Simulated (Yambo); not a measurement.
CsGeBr3 (space group R3m, No. 160), G0W0@LDA (Yambo, plasmon pole, terminator in G, 2×2×2 mesh): gap Z → Z in eV by bands and screening block.

```json
[
 {"bands (W and G)": "67", "2 Ry": "2.08", "3 Ry": "___", "5 Ry": "2.29", "6 Ry": "2.31", "8 Ry": "2.34"},
 {"bands (W and G)": "111", "2 Ry": "2.00", "3 Ry": "2.07", "5 Ry": "2.23", "6 Ry": "2.25", "8 Ry": "2.29"},
 {"bands (W and G)": "173", "2 Ry": "1.98", "3 Ry": "2.05", "5 Ry": "2.22", "6 Ry": "2.25", "8 Ry": "2.29"},
 {"bands (W and G)": "249", "2 Ry": "1.98", "3 Ry": "2.04", "5 Ry": "2.22", "6 Ry": "2.26", "8 Ry": "2.31"},
 {"bands (W and G)": "325", "2 Ry": "1.98", "3 Ry": "2.04", "5 Ry": "2.23", "6 Ry": "___", "8 Ry": "___"}
]
```

Question: Estimate the withheld gaps from their neighbours; the computed values follow.

Answer: 
- 67, 3 Ry: 2.16
- 325, 6 Ry: 2.27
- 325, 8 Ry: 2.32

The largest settings aren't shown to be the converged limit.

The standard potential for Ge keeps a d shell in the valence without the s and p states of that shell. In tests on such compounds this moved G0W0 gaps by up to about 0.9 eV, so absolute quasiparticle energies here are unreliable; differences between settings are what counts.

Spin-orbit coupling is not included.

Geometry of the Materials Project entry, not relaxed at this level; primitive cell a = 5.668 Å, b = 5.668 Å, c = 5.668 Å, α = 88.90°, β = 88.90°, γ = 88.90°.

The structure is a Materials Project entry; no match was found in the copy of COD used, and its stability was not checked.
